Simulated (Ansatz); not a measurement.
An Ansatz input:

```yaml
crystal:
  lattice:
    - [3.2864412422, 0.0, 0.0]
    - [-1.6432206211, 2.8461416038, 0.0]
    - [0.0, 0.0, 5.4682625529]
  atoms:
    - { symbol: Sn, position: [0.3333333333, 0.6666666667, 0.25] }
    - { symbol: Sn, position: [0.6666666667, 0.3333333333, 0.75] }
hamiltonian:
  xc: lda
  pseudopotentials:
    kind: paw_fr
    azcp:
      Sn: "pseudopotentials/Sn.paw.azcp"
basis:
  ecutwfc: 420
  fft_grid_basis: typed
kpoints:
  mp_grid: { grid: [11, 11, 6], shift: [0, 0, 0] }
magnetization:
  noncollinear: true
  spin_orbit: true
scf:
  occupations: { method: fermi_dirac, width: 0.1 }
output:
  write_density: true
  write_potential: true
  elf: true
  volumetric_format: npy
```

Terminal output

```
Warning: the record states the generating functional pbe (its physics header spells it `PBE`), which answers neither for hamiltonian.xc's functional nor for the lda family's — results may be inconsistent (PPs are generated against a specific XC)
Engine: ansatz 0.2.0, x86_64-unknown-linux-gnu
Pseudopotentials: kind: paw_fr
Pseudopotential: Sn, paw_fr, valence charge 14, recommended cutoff 420 eV (normal) 
Functional definition: SPW92
  exchange = slater_x
  correlation = pw_c
non-collinear run that drives no moment, with spin-orbit: no starting moment large enough to seed its density (crystal.atoms[].spin), no starting occupations that ask for one, no magnetisation constraint and no magnetic field, so the semilocal B_xc is pinned to zero
Crystal: 2 atoms, lattice volume = 51.148 Å³
Basis set: ecut = 420 eV, 1003 PW (Γ)
Bands: 36, of which v1, the nominal top of the filled ones, is band 28 counted from 1 (27 counted from 0)
Symmetry: 24 space group operations + 24 with time reversal
Magnetic group: BNS 194.264 (UNI 1494), of the structure as read, at distance tolerance 3.7e-5 Å
k-points: 64 of 726
Projection manifold: j_resolved (fully-relativistic pseudo-atomic orbitals)
Non-local potential: Sn, projectors of the file, l = 0: 2, l = 1: 4, l = 2: 4, l = 3: 4
PAW form: soft (Blöchl's): semilocal exchange-correlation on the pseudo side does not see the compensation charge
PAW frozen core: Sn, regenerated for the run's functional, and the local potential with it (the file was generated under x = pbe(κ = 0.804, μ = 0.2195149727645171), c = pbe(β = 0.06672455060314922))
PAW one-centre angular grid: Sn, 590 points (default); XC on 64 Gauss nodes
Initial density: superposition of atomic densities (chi_scale 0.1, normalization cell)
Initial wavefunctions: pseudopotential atomic-orbital guess
Functional: x = slater, c = lda
SCF iter   1: F=—  HF=-11763.188181 eV  |F-HF|=—  |Δ(HF+E_count)|=         —  Δρ=1.08e-2  dr2=7.62e-2  dr2_m=0.00e0 (ungated)  ethr=3.10e-3  |M|=0.00e0 ∫|m|=0.00e0 μB  |m|>n=0.0e0 m-floor=0.0e0 τ_xc=0.0e0  β_m=0.30  ⟨swp⟩=9.3  Hψ=6638  notcnv=0
spin=Noncollinear: Kerker preconditioning applied to the charge; magnetization (m_x, m_y, m_z) channels mix plain (no charge-response kernel on spin).
SCF iter   2: F=—  HF=-11763.165972 eV  |F-HF|=—  |Δ(HF+E_count)|=   2.22e-2  Δρ=7.85e-3  dr2=4.19e-2  dr2_m=0.00e0 (ungated)  ethr=2.72e-4  |M|=0.00e0 ∫|m|=0.00e0 μB  |m|>n=0.0e0 m-floor=0.0e0 τ_xc=0.0e0  β_m=0.62  ⟨swp⟩=1.7  Hψ=1494  notcnv=0  defer=90
SCF iter   3: F=—  HF=-11763.147585 eV  |F-HF|=—  |Δ(HF+E_count)|=   1.84e-2  Δρ=1.93e-3  dr2=1.61e-3  dr2_m=0.00e0 (ungated)  ethr=1.50e-4  |M|=0.00e0 ∫|m|=0.00e0 μB  |m|>n=0.0e0 m-floor=0.0e0 τ_xc=0.0e0  β_m=0.81  ⟨swp⟩=2.0  Hψ=2208  notcnv=0  defer=90
SCF iter   4: F=—  HF=-11763.146838 eV  |F-HF|=—  |Δ(HF+E_count)|=   7.47e-4  Δρ=5.87e-4  dr2=2.13e-4  dr2_m=0.00e0 (ungated)  ethr=5.76e-6  |M|=0.00e0 ∫|m|=0.00e0 μB  |m|>n=0.0e0 m-floor=0.0e0 τ_xc=0.0e0  β_m=0.90  ⟨swp⟩=2.0  Hψ=1744  notcnv=0  defer=90
SCF iter   5: F=—  HF=-11763.146714 eV  |F-HF|=—  |Δ(HF+E_count)|=   1.24e-4  Δρ=6.55e-5  dr2=1.68e-6  dr2_m=0.00e0 (ungated)  ethr=7.62e-7  |M|=0.00e0 ∫|m|=0.00e0 μB  |m|>n=0.0e0 m-floor=0.0e0 τ_xc=0.0e0  β_m=0.95  ⟨swp⟩=2.0  Hψ=1996  notcnv=0  defer=90
SCF iter   6: F=—  HF=-11763.146713 eV  |F-HF|=—  |Δ(HF+E_count)|=   1.74e-6  Δρ=1.11e-5  dr2=7.01e-8  dr2_m=0.00e0 (ungated)  ethr=3.57e-10  |M|=0.00e0 ∫|m|=0.00e0 μB  |m|>n=0.0e0 m-floor=0.0e0 τ_xc=0.0e0  β_m=0.98  ⟨swp⟩=5.0  Hψ=4722  notcnv=0
SCF iter   7: F=-11763.146713 eV  HF=-11763.146713 eV  |F-HF|=1.44e-9  |Δ(HF+E_count)|=   1.50e-8  Δρ=2.01e-6  dr2=2.12e-9  dr2_m=0.00e0 (ungated)  ethr=2.50e-10  |M|=0.00e0 ∫|m|=0.00e0 μB  |m|>n=0.0e0 m-floor=0.0e0 τ_xc=0.0e0  ⟨swp⟩=1.0  Hψ=3402  notcnv=0
SCF 1 converged in 7 iterations: F = -11763.146713 eV  dr2 = 2.12e-9
SCF converged after 7 iterations
Magnetization: |M| = 0.0000 μB,  M = (+0.0000, +0.0000, +0.0000) μB
Absolute magnetization: 0.0000 μB (∫|m|)
  site 0: m = (+0.0000, +0.0000, +0.0000) μB, |m| = 0.0000 μB  (R = 1.36 Å)
  site 1: m = (+0.0000, +0.0000, +0.0000) μB, |m| = 0.0000 μB  (R = 1.36 Å)
Free energy (F): -11763.146713 eV
Harris-Foulkes:  -11763.146713 eV  (|F-HF|=1.44e-9)
Internal energy: -11763.116579 eV  (E = F + TS)
E sigma→0 (E₀):  -11763.131646 eV
Entropy (-TS):   -0.030134 eV (-15.067 meV/atom)
Fermi energy:    11.466074 eV
--- Per-component energies (eV) ---
  E_band       = -144.541701
  E_kinetic    = 376.273869
  E_local      = -1572.619965  (includes V_loc(G=0)·N_el)
  E_nonlocal   = -56.267634
  E_hartree    = 1006.101763
  E_xc         = -760.362231
  E_vxc        = -199.363570  (∫ρ·V_xc dr)
  E_paw        = -7990.515519  (= ΣΔE_a)
  E_vpaw       = -704.765717  (= ΣTr[D̂ρ^β])
  E_aug_tail   = -0.000001  (compensation charges beyond the density's cutoff)
  E_ewald      = -2766.590359
  E_core_change = 0.863497  (= ΣΔE_core)
  E_smearing   = -0.030134  (= −TS)
  E_closure    = -0.000000  (closes the sum)
  Σ components = -11763.146713   (vs F -11763.146713, Δ=0.00e0)
--- Band table (eV; the first three rows and the last of 64) ---
  k-point 0: bands = ["-10.5751", "-10.5751", "-10.5704", "-10.5704", "-10.5678", "-10.5678", "-10.5148", "-10.5148", "-9.5566", "-9.5566", "-9.5432", "-9.5432", "-9.5425", "-9.5425", "-9.5030", "-9.5030", "-9.4911", "-9.4911", "-9.4133", "-9.4133", "-0.1322", "-0.1322", "4.3171", "4.3171", "6.5042", "6.5042", "17.3655", "17.3655", "18.0088", "18.0088", "18.7161", "18.7161", "19.7365", "19.7365", "19.8106", "19.8106"]
  k-point 1: bands = ["-10.5749", "-10.5749", "-10.5685", "-10.5685", "-10.5665", "-10.5665", "-10.5183", "-10.5183", "-9.5631", "-9.5631", "-9.5478", "-9.5478", "-9.5312", "-9.5312", "-9.4968", "-9.4968", "-9.4905", "-9.4905", "-9.4191", "-9.4191", "0.0139", "0.0139", "3.4309", "3.4309", "7.6839", "7.6839", "17.4796", "17.4796", "17.5136", "17.5136", "18.1307", "18.1307", "19.1576", "19.1576", "19.7294", "19.7294"]
  k-point 2: bands = ["-10.5740", "-10.5740", "-10.5702", "-10.5702", "-10.5560", "-10.5560", "-10.5282", "-10.5282", "-9.5674", "-9.5674", "-9.5572", "-9.5572", "-9.5142", "-9.5142", "-9.4921", "-9.4921", "-9.4800", "-9.4800", "-9.4351", "-9.4351", "0.4532", "0.4532", "2.1991", "2.1991", "9.7897", "9.7897", "14.8906", "14.8906", "17.8021", "17.8021", "18.4751", "18.4751", "18.7496", "18.7496", "19.4415", "19.4415"]
  k-point 63: bands = ["-10.5484", "-10.5484", "-10.5397", "-10.5397", "-10.5201", "-10.5201", "-10.5049", "-10.5049", "-9.5513", "-9.5513", "-9.5038", "-9.5038", "-9.4745", "-9.4745", "-9.4685", "-9.4685", "-9.4477", "-9.4477", "-9.4133", "-9.4133", "6.1245", "6.1245", "6.1249", "6.1249", "8.1365", "8.1365", "8.2360", "8.2360", "9.8434", "9.8434", "10.0111", "10.0111", "16.3952", "16.3952", "16.5395", "16.5395"]
```
